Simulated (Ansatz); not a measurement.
# LaAl2Si2 with hamiltonian.pseudopotentials, magnetization, scf.initial_density.chi_scale, scf.occupations.method, scf.occupations.width changed

Computed with the plane-wave PAW code Ansatz (scalar-relativistic, PAW set soft_2): PBEsol, no spin polarisation, 420 eV cutoff, k-mesh 9×9×6. These are the settings of the reference run.

Cell:

```cif
data_structure
_symmetry_space_group_name_H-M 'P 1'
_symmetry_Int_Tables_number 1
_cell_length_a 4.2102
_cell_length_b 4.2102
_cell_length_c 6.9259
_cell_angle_alpha 90.000
_cell_angle_beta 90.000
_cell_angle_gamma 120.000
_cell_volume 106.32
loop_
_atom_site_label
_atom_site_type_symbol
_atom_site_fract_x
_atom_site_fract_y
_atom_site_fract_z
_atom_site_occupancy
Al1 Al 0.33333 0.66667 0.63705 1
Al2 Al 0.66667 0.33333 0.36295 1
La1 La 0.00000 0.00000 0.00000 1
Si1 Si 0.33333 0.66667 0.27071 1
Si2 Si 0.66667 0.33333 0.72929 1
```

The reference run of this cell is solved again as a single point with these keys changed:

| key | reference run | changed run |
| --- | --- | --- |
| hamiltonian.pseudopotentials | not typed | {kind: paw_fr} |
| magnetization | not typed | {noncollinear: true, spin_orbit: true} |
| scf.initial_density.chi_scale | not typed | 0.1 |
| scf.occupations.method | gaussian | cold |
| scf.occupations.width | 0.05 | 0.2 |

Question: How far do the results move?

Answer: 

| quantity | reference run | changed run |
| --- | --- | --- |
| pressure (GPa) | 0.0 | 0.0 |
| largest force (eV/Å) | 0.00 | 0.01 |
| gap on the mesh (eV) | 0.00 | 0.00 |

The Hamiltonian isn't the same, so energies aren't compared. It took 8 iterations.

Caveats: a single point, atoms not relaxed again.
